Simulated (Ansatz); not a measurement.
PtS₂ (CdI2 type)

```xyz
3
Lattice="3.5525 0.0000 0.0000 -1.7762 3.0765 0.0000 0.0000 0.0000 5.1275" Properties=species:S:1:pos:R:3 pbc="T T T"
Pt     0.0000     0.0000     0.0000
S      0.0000     2.0510     1.2259
S      1.7762     1.0255     3.9016
```

Scan: atom 2 (S, nearest neighbour Pt at 2.389 Å; its periodic images, 3.6 Å or more away, move with it) is displaced towards the nearest neighbour, direction (-0.743, 0.429, -0.513) in Cartesian axes, by s. The other atoms stay.

The numbers are results of r2SCAN+rVV10 (plane waves to 500 eV, PAW, scalar-relativistic; Ansatz, an electronic-structure program), not measurements. k mesh 9×9×5 (Γ-centred), Fermi-Dirac smearing 0.05 eV. Energies are smeared free energies. As the smearing reaches across the gap at some points, energies and forces of such displacements shift with the k mesh and the smearing. PtS2 is run without spin polarisation. PtS2 was relaxed with its symmetry unable to fall. Spin-orbit coupling is left out, though Pt is heavy. The PAW data are Ansatz's earlier set. ΔE is measured from the undisplaced structure. The last digit holds for this mesh only.

```
s (Å)   ΔE (meV/cell)
------  -------------
-0.480          665.9
-0.384          479.5
-0.288          302.6
-0.192          150.7
-0.096           42.2
0.000             0.0
0.096            53.4
0.192           241.6
0.288           618.0
0.384          1256.9
0.480          2263.7
```

**Question.** What force constant k = d²E/ds² at s = 0 does the table give?

**Answer.** 10 eV/Å². It is the second difference of the nearest points, corrected with the next pair.

**Question.** With k = 10.28 eV/Å² from the forces, is the well harmonic out to s = 0.480 Å?

**Answer.** ½ks² = 1185 meV/cell against the computed 2264 meV/cell, so the well is stiffer than harmonic there.

(A displaced cell: forces are minus the slopes of the energy, force constants its curvatures, and phonons follow from these.)
